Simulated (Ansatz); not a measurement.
**Sc (Fm-3m), clamped-ion strain scan**

The calculation used DFT r2SCAN, scalar-relativistic, plane waves, PAW (Ansatz 0.2.0). The runs took a 500 eV cutoff, a Γ-centred 18×18×18 mesh and Gaussian smearing (0.15 eV). No spin polarisation. Energies are free energies at this smearing, counted from the undisturbed cell; pressure is positive in compression.

Reference structure (as given, not relaxed at this level; it stands at 4.1 GPa; this fcc form isn't the usual structure):

```
CELL_PARAMETERS angstrom
0.00000 2.27050 2.27050
2.27050 0.00000 2.27050
2.27050 2.27050 0.00000
ATOMIC_POSITIONS crystal
Sc 0.00000 0.00000 0.00000
```

The cell is strained by ε times the Voigt pattern (1, 0, 0, 0, 0, 0) (xx, yy, zz, yz, xz, xy; engineering shear) with fractional coordinates fixed. The cell is metallic on the mesh throughout.

| ε | ΔE (meV/atom) | stress summed along the pattern (GPa, tension positive) | pressure (GPa) |
| --- | --- | --- | --- |
| -0.1500 | ? | -18.21 | ? |
| -0.1125 | 140.6 | -13.72 | 12.9 |
| -0.0750 | 75.9 | -10.01 | 9.5 |
| -0.0375 | 29.8 | -6.87 | 6.6 |
| 0.0000 | 0.0 | -4.06 | 4.1 |
| 0.0375 | -15.0 | -1.44 | 1.8 |
| 0.0750 | -16.1 | 1.03 | -0.2 |
| 0.1125 | ? | 3.43 | ? |
| 0.1500 | 21.3 | 5.72 | -3.5 |

Q: Give the withheld values.

A: ΔE (meV/atom) at ε = -0.1500: 227.7; pressure (GPa) at ε = -0.1500: 16.9; ΔE (meV/atom) at ε = 0.1125: -3.8; pressure (GPa) at ε = 0.1125: -2.0.